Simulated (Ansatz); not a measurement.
# Mg3B7BrO13 — coordination and 11B quadrupole coupling

Cell: a computed structure from the Materials Project (it need not be an observed phase).

```cif
data_Mg3B7BrO13
_symmetry_space_group_name_H-M 'F-43c'
_symmetry_Int_Tables_number 219
_cell_length_a 12.1932
_cell_length_b 12.1932
_cell_length_c 12.1932
_cell_angle_alpha 90.000
_cell_angle_beta 90.000
_cell_angle_gamma 90.000
loop_
_atom_site_label
_atom_site_type_symbol
_atom_site_symmetry_multiplicity
_atom_site_Wyckoff_symbol
_atom_site_fract_x
_atom_site_fract_y
_atom_site_fract_z
Mg Mg 24 c 0.0000 0.7500 0.2500
B7 B 32 e 0.0804 0.5804 0.4196
B15 B 24 d 0.2500 0.5000 0.5000
Br Br 8 b 0.2500 0.7500 0.2500
O23 O 96 h 0.5205 0.1809 0.4025
O47 O 8 a 0.0000 0.0000 0.0000
```

One atom of each set is listed; the run and its k-mesh use a cell of 48 atoms with edges of 8.62, 8.62, 8.62 Å.

Method: Kohn–Sham DFT in Ansatz, PBE, plane waves and PAW, scalar-relativistic, 420 eV cutoff, Γ-centred 3×3×3 k-points, Fermi–Dirac smearing 0.02 eV.

Q(11B) = 40.59 mb.

Q: Rank these B sites by |C_Q|, smallest first.
A. B15: 4 O at 1.48 Å
B. B7: 4 O at 1.44–1.70 Å

A: A (0.074 MHz, η = 0.00), B (1.28 MHz, η = 0.00).

An axis of threefold or higher order runs through B15 and B7, so V_zz lies along it and η is zero. Like point charges on the first shell alone (each adding as 1/d³) would give the same order.
